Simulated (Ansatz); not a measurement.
## YHg: zone-centre modes at 15 GPa

Computed with Ansatz 0.2.0, DFT LDA, scalar-relativistic, plane waves, PAW. Cutoff 420 eV, 12×12×12 k-points (Γ-centred), Fermi-Dirac smearing of 0.15 eV. No spin polarisation. Phonons by linear response, acoustic sum rule imposed.

The cell, relaxed at 15 GPa:
```xyz
2
Lattice="3.4625 0.0000 0.0000 0.0000 3.4625 0.0000 0.0000 0.0000 3.4625" Properties=species:S:1:pos:R:3 pbc="T T T"
Y     1.7312    1.7312    1.7312
Hg    0.0000    0.0000    0.0000
```

In a metal, frequencies and elastic constants depend on the k mesh and the smearing, soft modes and shear constants most. Spin–orbit coupling is left out, which can shift energies with elements as heavy as these. Other phases may be more stable at this pressure.

Problem. Is this structure stable against zone-centre distortions?

Solution. Yes, at Γ: no optical mode is imaginary. Strains and other wave vectors aren't tested by this run.

Problem. List the optical modes at Γ (i marks imaginary ones).

Solution.
| frequency (meV) | degeneracy |
| --- | --- |
| 18.1 | 3 |

Cost: 1 run of about 0.32 core-minutes, on Intel Xeon 6975P-C (Granite Rapids) (shared hosts).